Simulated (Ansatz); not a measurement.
**What settings do to one calculation: C started on a B site next to a B vacancy in zincblende BP, 15 atoms, charge 0**

Ansatz (PAW, plane waves), atoms fixed. The base input:

```yaml
crystal:
  lattice:
    - [0.000000, 4.520189, 4.520189]
    - [4.520189, 0.000000, 4.520189]
    - [4.520189, 4.520189, 0.000000]
  atoms:
    - { symbol: B, position: [0.003300, 0.992809, 0.001863] }
    - { symbol: B, position: [0.497229, 0.500544, 0.997739] }
    - { symbol: B, position: [0.001741, 0.497623, 0.002081] }
    - { symbol: B, position: [0.497164, 0.998807, 0.501099] }
    - { symbol: B, position: [0.502411, 0.004667, 0.999773] }
    - { symbol: B, position: [0.996660, 0.497987, 0.504682] }
    - { symbol: C, position: [0.497232, 0.502550, 0.498154], spin: 0.286 }
    - { symbol: P, position: [0.121115, 0.128692, 0.126740], spin: 0.286 }
    - { symbol: P, position: [0.625691, 0.626504, 0.620727], spin: 0.286 }
    - { symbol: P, position: [0.130955, 0.126392, 0.625007], spin: 0.286 }
    - { symbol: P, position: [0.624110, 0.624269, 0.129114], spin: 0.286 }
    - { symbol: P, position: [0.126203, 0.625490, 0.127169] }
    - { symbol: P, position: [0.625546, 0.122918, 0.621045], spin: 0.286 }
    - { symbol: P, position: [0.616707, 0.131227, 0.130647] }
    - { symbol: P, position: [0.116847, 0.627496, 0.631620], spin: 0.286 }
kpoints:
  mp_grid: { grid: [2, 2, 2], shift: [0.5, 0.5, 0.5] }
hamiltonian:
  xc: pbesol
magnetization:
  spin_polarized: true
scf:
  occupations: { method: fermi_dirac, width: 0.01 }
output:
  forces: true
  eigenvalues: true
  stress: true
  populations: true
```

Command:

```sh
ansatz run in.yaml --threads 8 --pin off --max-ram 13300MiB --runs-dir r --events-out ev --progress --plain
```

It converged in 18 iterations and 3.1 s of wall time on 8 threads of a Neoverse-V1 processor, on a host shared with other runs; peak host memory 0.64 GiB; largest force component 1.27 eV/Å, pressure -4.39 GPa. The cutoff was the default, 420 eV. The base isn't a converged reference: it has few k points, and its atoms are unrelaxed. Each run below changes the keys shown and caps the iterations.

```
run                                                                     changed     ending  iterations  free energy less the base (meV per atom)  rms change of forces (eV/Å)  change of pressure (GPa)  wall time (s, shared host)
  1                                                mixing beta 0.2, max_iter 60  converged          18                                       0.0                        0.000                      0.00                     3.1 CPU
  2                                  ecutwfc 350 eV, width 0.1 eV, max_iter 100  converged          18                                       4.3                        0.094                      0.03                     2.4 CPU
  3                             max_iter 90, k points a 2×2×2 mesh centred on Γ  converged          21                                      35.5                        0.362                      0.49                     2.8 CPU
  4                                                ecutrho_ratio 6, max_iter 90  converged          18                                       0.0                        0.000                      0.00                       3 CPU
  5                                               dispersion rvv10, max_iter 50    refused           –                                         –                            –                         –                           –
  6  dispersion d4, accuracy low (cutoff and grids as in the base), max_iter 50  converged          18                                other zero                        0.003                     -2.54                     2.9 CPU
```

«Other zero»: another functional, charge or dispersion term moves the zero of energy, so the difference says nothing of accuracy.

**Question.** Which changes leave the result alone, and which of the same physical model moves the forces most?

**Answer.** The forces move by under 0.002 eV/Å in runs 1, 4. Run 3 (max_iter 90, k points a 2×2×2 mesh centred on Γ) moves them most among the runs with the same functional, charge and dispersion term, by 0.362 eV/Å.

**Question.** Why did some runs give no result?

**Answer.** - run 5: inconsistent input (hamiltonian.dispersion, hamiltonian.xc): `dispersion: rvv10` has no transferable b for PBE exchange — Sabatini et al. (2013) fitted b=6.3 to rPW86, and the PBE refits of Peng & Perdew (2017) are task-dependent (b=6.6 S22 / b=10.0 layered). …
